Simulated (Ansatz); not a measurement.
CoSn (CoSn type, space group P6/mmm)

```
CoSn
1.0
    5.29373     0.00000     0.00000
   -2.64687     4.58451     0.00000
    0.00000     0.00000     4.23470
Co Sn
3 3
Direct
  0.50000   0.00000   0.00000
  0.50000   0.50000   0.00000
  0.00000   0.50000   0.00000
  0.00000   0.00000   0.00000
  0.33333   0.66667   0.50000
  0.66667   0.33333   0.50000
```

In this cell atom 1 (Co, nearest neighbour Sn at 2.611 Å; its periodic images, 4.2 Å or more away, move with it) is moved by s along Cartesian [110], unit vector (0.707, 0.707, 0.000); all other atoms and the cell stay fixed.

Level of theory: PBE (plane waves to 420 eV, PAW, scalar-relativistic; Ansatz, a quantum-chemistry and plane-wave program). k mesh 8×8×9 (Γ-centred), Fermi-Dirac smearing 0.05 eV. Energies are smeared free energies. With partly filled bands, energies and forces of such displacements shift with the k mesh and the smearing. CoSn is run without spin polarisation. CoSn was relaxed with its symmetry unable to fall. The PAW data are Ansatz's earlier set. The zero of ΔE is the undisplaced structure. The last digit holds for this mesh only.

```
s (Å)   ΔE (meV/cell)
------  -------------
-0.260          262.6
-0.208          165.8
-0.156           92.3
-0.104           40.7
-0.052           10.1
0.000             0.0
0.052            10.1
0.104            40.7
0.156            92.3
0.208           165.8
0.260           262.6
```

**Question.** What force constant k = d²E/ds² at s = 0 does the table give?

**Answer.** 7.5 eV/Å². It is the second difference of the nearest points, corrected with the next pair.

**Question.** With k = 7.48 eV/Å² from the forces, is the well harmonic out to s = 0.260 Å?

**Answer.** ½ks² = 253 meV/cell against the computed 263 meV/cell, so the well is close to harmonic there.

(For displaced atoms, the force is minus the slope of the energy, and its curvature is a force constant, which sets phonon frequencies.)
